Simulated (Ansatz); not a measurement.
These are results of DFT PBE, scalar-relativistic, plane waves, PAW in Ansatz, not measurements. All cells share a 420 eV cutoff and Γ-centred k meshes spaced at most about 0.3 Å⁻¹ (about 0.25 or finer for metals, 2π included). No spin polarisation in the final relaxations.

All energies are static (0 K, no zero-point motion). All come from trial cells, and lower structures may exist.

Question: Which of these relaxed structures of ScAs4 is the lowest in energy?
A.

```xyz
5
Lattice="2.6107 -2.6818 0.0000 2.6107 2.6818 0.0000 0.0000 0.0000 7.7237" Properties=species:S:1:pos:R:3 pbc="T T T"
Sc    0.0000    0.0000    0.0000
As    2.6107    0.0000    6.4383
As    2.6107    0.0000    1.2853
As    2.6107    1.2150    3.8618
As    2.6107   -1.2150    3.8618
```

B.

```xyz
5
Lattice="5.5337 0.0000 0.0000 -2.7668 4.7923 0.0000 0.0000 0.0000 5.2040" Properties=species:S:1:pos:R:3 pbc="T T T"
Sc    0.0000    0.0000    2.6020
As    2.7668    0.0000    2.6020
As   -1.3834    2.3961    2.6020
As    1.3834    2.3961    2.6020
As    0.0000    0.0000    0.0000
```

C.

```xyz
5
Lattice="-3.7054 3.7054 1.8244 3.7054 -3.7054 1.8244 3.7054 3.7054 -1.8244" Properties=species:S:1:pos:R:3 pbc="T T T"
Sc    0.0000    0.0000    0.0000
As    1.4675    4.7773    0.0000
As    2.2380   -1.0718    1.8244
As    2.6336    1.4675    0.0000
As    1.0718    2.2380    1.8244
```

D.

```xyz
5
Lattice="-4.2637 4.2637 1.6201 4.2637 -4.2637 1.6201 4.2637 4.2637 -1.6201" Properties=species:S:1:pos:R:3 pbc="T T T"
Sc    0.0000    0.0000    1.6201
As    2.7050    0.0000    1.6201
As    1.5586    4.2637    0.0000
As    0.0000    2.7050    1.6201
As    4.2637    1.5586    0.0000
```

Answer: C. It has space group I4/m (No. 87); the next, A, with space group Cmmm (No. 65), lies 116 meV/atom higher. Counting As atoms around Sc (those within 1.25 times the shortest such distance or 1.15 times the sum of covalent radii, 1.27 where that leaves under three), the lowest has Sc 12 and the next has Sc 8. The lowest holds As–As chains (shortest 2.52 Å); the next holds As–As nets (shortest 2.43 Å).

A magnetic state wasn't ruled out in cells without spin, among them I4/mmm. Cells relaxed within their symmetry can be saddle points. Some structure types and database cells were kept out of the candidates from the start, so a known form may be missing.
